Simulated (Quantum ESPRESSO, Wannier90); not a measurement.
# Ga$_{2}$BiAs (P-4m2): Wannier90 run

```
CELL_PARAMETERS angstrom
      4.30014     0.00000     0.00000
      0.00000     4.30014     0.00000
      0.00000     0.00000     6.14586
ATOMIC_POSITIONS crystal
  Ga 0.50000 0.00000 0.72574
  Ga 0.00000 0.50000 0.27426
  Bi 0.00000 0.00000 0.00000
  As 0.50000 0.50000 0.50000
```

Materials Project entry mp-1018076; symmetrised, unrelaxed at this level. Not found in the COD (Crystallography Open Database) copy used; not checked further. Level: PBEsol, no spin polarisation, no spin-orbit coupling; pw.x of Quantum ESPRESSO at 68 Ry with PseudoDojo potentials, 6×6×4 k-points, Wannier90. Density: 8×8×6 mesh, cold smearing 0.01 Ry. Spin-orbit coupling is left out although heavy elements are present.

Energies are relative to the Fermi level.

**Bands.** No gap over 0.05 eV opens at the Fermi level at this level of theory. 4 filled groups are cut off by gaps; the highest, bands 21–22, spans -12.28 to -10.31 eV and is Bi 6s 33 %, As 4s 32 %, Ga 4p 20 %.

**Model.** 16 functions (Ga sp, Bi sp, As sp) from bands 21-46, frozen to 1.50 eV, reach Ω_I = 26.84 Å² and follow pw.x to 6.7 meV rms (states up to 1.0 eV relative to the Fermi level).

**Frozen window.** Edge, Ω_I and misfit go -1.5 eV, 24.85 Å², 111 meV; 0.5 eV, 25.22 Å², 94 meV; 1.5 eV, 26.84 Å², 6.7 meV; 5.5 eV, 40.22 Å², 7.3 meV. Ω_I never falls as the edge rises, since each frozen state takes freedom from the choice of the smoothest subspace. The edges under the compared range leave its upper states unfrozen, and their misfit is the largest.

**No window.** Without a frozen window Ω_I drops to 24.32 Å² while the misfit grows to 165 meV: a small spread is no proof of good bands.

**Outer window.** The setting "only the lowest 18 of the kept bands" raises Ω_I to 40.97 Å², as fewer states are left to mix in, and the misfit goes to 7.6 meV.
